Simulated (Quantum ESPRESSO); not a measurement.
**How NMR parameters follow atomic displacements in Cl2 (Cmce)**

```yaml
crystal:
  lattice:
    - [3.26421, -2.05747, 0.00000]
    - [3.26421, 2.05747, 0.00000]
    - [0.00000, 0.00000, 8.40240]
  atoms:
    - { symbol: Cl, position: [0.88548, 0.11452, 0.60475] }
    - { symbol: Cl, position: [0.11452, 0.88548, 0.39525] }
    - { symbol: Cl, position: [0.61452, 0.38548, 0.10475] }
    - { symbol: Cl, position: [0.38548, 0.61452, 0.89525] }
```
The cell comes from the Materials Project (a computed structure). It is Cl2 in Cmce; whether this form has been observed was not checked. Stability against distortions was not tested. Forces on the atoms reach 0.39 eV/Å at this level.

The last row's change in full: Cl1 and its equivalents moved by 0.04 Å along (0.00, -0.97, -0.23), space group kept; the other rows go along the same path.

Method: shieldings by GIPAW with PBE in a modified build of Quantum ESPRESSO, on JTH PAW datasets, 25 Ha, k-mesh 7×7×3 shifted, f-sum rule met within 0.008 %. Values are those of the named site's first atom. Shieldings are absolute and leave out the bulk-susceptibility term; a larger σ means a smaller chemical shift. By our sweeps, such settings leave a few ppm in absolute σ. No d partial waves on Cl: the paramagnetic term there is incompletely reconstructed.

Unchanged cell: σ_iso Cl (ppm) = 488.1.

Task: How do these values move along the path (displacement (Å): -0.04, +0.04)?

Result: 
```json
[
 {"displacement (Å)": "-0.04", "σ_iso Cl (ppm)": "360.6"},
 {"displacement (Å)": "0", "σ_iso Cl (ppm)": "488.1"},
 {"displacement (Å)": "+0.04", "σ_iso Cl (ppm)": "596.7"}
]
```
